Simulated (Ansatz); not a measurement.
Structure optimisation: iron, A15

These are results of DFT, PBEsol, plane waves (420 eV) with PAW, scalar-relativistic (Ansatz 0.2.0), not measurements. The PAW files were generated under PBE, with cores re-solved for the functional.

k-point mesh 6×6×6, Fermi-Dirac smearing 0.05 eV, starting moments 2.50 ×8 μB. Cell and atoms relax.

Starting structure:

```yaml
crystal:
  lattice:
    - [4.5502851155, 0.0, 0.0]
    - [0.0, 4.5502851155, 0.0]
    - [0.0, 0.0, 4.5502851155]
  atoms:
    - { symbol: Fe, position: [0.0, 0.0, 0.0], spin: 2.5 }
    - { symbol: Fe, position: [0.5, 0.5, 0.5], spin: 2.5 }
    - { symbol: Fe, position: [0.25, 0.0, 0.5], spin: 2.5 }
    - { symbol: Fe, position: [0.75, 0.0, 0.5], spin: 2.5 }
    - { symbol: Fe, position: [0.5, 0.25, 0.0], spin: 2.5 }
    - { symbol: Fe, position: [0.5, 0.75, 0.0], spin: 2.5 }
    - { symbol: Fe, position: [0.0, 0.5, 0.25], spin: 2.5 }
    - { symbol: Fe, position: [0.0, 0.5, 0.75], spin: 2.5 }
hamiltonian:
  xc: pbesol
  pseudopotentials:
    kind: paw
    azcp:
      Fe: "pseudopotentials/Fe.paw.azcp"
basis:
  ecutwfc: 420
  fft_grid_basis: typed
kpoints:
  mp_grid: { grid: [6, 6, 6], shift: [0, 0, 0] }
magnetization:
  spin_polarized: true
scf:
  occupations: { method: fermi_dirac, width: 0.05 }
relax:
  max_steps: 60
  f_tol: 0.01
  cell: {}
```

Question: What cell does the relaxation end in?

Answer: Pm-3n (spin ignored) with a = 4.441 Å; 10.95 Å³ per atom against 11.78 at the start (-7.0 %).

Question: How much energy does the relaxation gain?

Answer: 36.8 meV per atom.

Path of the relaxation (the plane waves are chosen anew near the end, which can shift the energy a little):

```csv
step,E − E(final) (meV/atom),V (Å³/atom),P (GPa),max force (eV/Å)
0,36.79,11.777,-12.77,0.000
1,5.45,11.257,-5.76,0.000
2,-0.03,10.864,1.76,0.000
3,-0.44,10.954,-0.09,0.000
4,-0.44,10.949,0.00,0.000
5,0.00,10.949,-0.01,0.000
```

Question: Which magnetic state does it end in?

Answer: ferromagnetic, net 2.06 μB per atom; moments 2.11 ×6, 1.93 ×2 μB.
